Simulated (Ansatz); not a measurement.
Q: Name crystals whose computed values (plane-wave PAW LDA (Ansatz code)) fall in these windows: ε0 6.6 to 8.6; ε∞ 3.3 to 4.1; electron conductivity mass (mₑ) 0.23 to 0.29.

A: 

```
crystal                                                ε0    ε∞  electron conductivity mass (mₑ)
---------------------------------------------------  ----  ----  -------------------------------
MgZnO2, P3m1 (Mg on 1b, Zn on 1c, O on 1b, O on 1c)  7.40  3.76                             0.26
NaI, rock salt                                       6.89  3.63                             0.24
```
Others may fit too.

Standing as an ambient phase not checked: MgZnO2, P3m1 (Mg on 1b, Zn on 1c, O on 1b, O on 1c). Perhaps ordered models of mixed-site phases: MgZnO2, P3m1 (Mg on 1b, Zn on 1c, O on 1b, O on 1c). All cells were relaxed under the symmetry of their starts (and spin orders); stability against distortions was not tested throughout. Spin–orbit coupling is left out wherever it is not named.

Potentials: the later of the program's two PAW sets.
